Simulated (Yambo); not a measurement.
Yambo run on CdO2H2 (space group P-3m1, No. 164). The wavefunctions are PBEsol (pw.x of Quantum ESPRESSO, ONCV potentials, with spin-orbit coupling) ones on a 3×3×2 mesh (34 occupied bands); a = b = 3.5433 Å, c = 4.5852 Å, α = β = 90.00°, γ = 120.00°.

Yambo input:

```
rim_cut
HF_and_locXC
RandQpts= 1000000
RandGvec= 1 Ry
EXXRLvcs= 102 Ry
VXCRLvcs= 408 Ry
% QPkrange
 1 | 1 | 32 | 36 |
 2 | 2 | 34 | 35 |
 5 | 5 | 34 | 35 |
 6 | 6 | 34 | 35 |
%
```

k points by index: 1 = Γ, 2 = A, 5 = K, 6 = H.

Table of the .hf output:

```
#    K-point    Band    Eo [eV]    Ehf [eV]    Vxc [eV]    Vnlxc [eV]
#
    1    32    -0.343542    -6.064917    -21.10391    -26.82529
    1    33    -0.291696    -6.044645    -21.28237    -27.03532
    1    34    -0.291696    -6.044645    -21.28237    -27.03532
    1    35    1.649172    5.885142    -12.23988    -8.003907
    1    36    1.649172    5.885142    -12.23988    -8.003907
    2    34    0.000000    -5.663624    -21.65344    -27.31706
    2    35    4.313163    8.909812    -10.88803    -6.291385
    5    34    -1.446032    -7.173526    -18.43247    -24.15996
    5    35    6.723805    12.42433    -16.23066    -10.53013
    6    34    -0.833036    -6.605531    -20.84984    -26.62233
    6    35    7.022784    12.98025    -16.54591    -10.58844
```
Exchange alone, without screening.

Geometry relaxed with PBE+D3(BJ).

The structure is a Materials Project entry; no match was found in the copy of COD used, and its stability was not checked.
